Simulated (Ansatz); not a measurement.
SnS in space group Pnma (No. 62; Sn on 4c, S on 4c), PBE in the plane-wave PAW code Ansatz, all energies at zero smearing, with the estimated change up to a 700 eV cutoff added, with one set of potentials and settings (totals compare only within such a set). Cell of 8 atoms (4 Sn, 4 S): -27708.753 eV.

```json
[
 {"element": "Sn", "reference phase": "Fd-3m, 2 atoms in the cell", "E (eV/atom)": "-6024.2128"},
 {"element": "S", "reference phase": "Fddd, 32 atoms in the cell", "E (eV/atom)": "-902.0599"}
]
```

Formation energy per atom, worked out: (-27708.753 − 4×(-6024.2128) − 4×(-902.0599))/8 = -0.458 eV/atom (-44 kJ per mol of atoms), at 0 K, without zero-point energy or fitted corrections.

The cell was relaxed with PBE under the symmetry of its start. A crystal of weakly bound layers computed without a dispersion correction: the cell and the soft elastic constants depend strongly on that. The references are the lowest solids computed at this level, not always the standard phases. Spin–orbit coupling is left out wherever it is not named.

Potentials: the later of the program's two PAW sets.
